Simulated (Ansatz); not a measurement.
Al: from a starting cell to a relaxed one

The start is a relaxed Al cell displaced along its unstable phonon at q = (½, 0, 0) of its primitive reciprocal cell (148i cm⁻¹), largest move 0.15 Å. A full variable-cell relaxation at zero pressure is run with PBEsol (plane waves to 420 eV, PAW, scalar-relativistic; Ansatz, an electronic-structure program). The first steps use a coarse 4×8×12 k-mesh.

The start:
```
CELL_PARAMETERS angstrom
      9.02418     0.00000     0.00000
     -2.25605     3.90759     0.00000
      0.00000     0.00000     2.72657
ATOMIC_POSITIONS crystal
  Al 0.16667 0.66667 0.05501
  Al 0.66667 0.66667 0.94499
  Al 0.33333 0.33333 0.94499
  Al 0.83333 0.33333 0.05501
```

```json
{
  "largest_initial_force": "0.30 eV/Å, on Al1, Al2, Al3, Al4 (atoms numbered as listed)",
  "band_gap_at_the_end": "no gap (metallic)",
  "optimiser_moves": "14"
}
```

The end point of the relaxation:

```cif
data_Al4
_chemical_formula_sum 'Al4'
_space_group_name_H-M_alt 'Immm'
_space_group_IT_number 71
_space_group_name_Hall '-I 2 2'
_cell_length_a 2.74403
_cell_length_b 4.09907
_cell_length_c 7.59792
_cell_angle_alpha 90.000
_cell_angle_beta 90.000
_cell_angle_gamma 90.000
loop_
_atom_site_label
_atom_site_type_symbol
_atom_site_symmetry_multiplicity
_atom_site_Wyckoff_symbol
_atom_site_fract_x
_atom_site_fract_y
_atom_site_fract_z
_atom_site_occupancy
Al1 Al 4 i 0.00000 0.00000 0.32869 1
```
(The calculation used a cell of 2 atoms; values per cell refer to that cell.)

Final values are on a 20×20×20 k-mesh of the relaxed cell. No spin polarisation in the result.

The run could not lose the symmetry of its start: the end is stationary, and may be a saddle point rather than a minimum.

The relaxed structure here is a generated cell of Al: the first start was made by placing the elements on the sites of a structure type, and the end was not matched to a known phase here, so it may be hypothetical. Known forms of Al include space group No. 225.
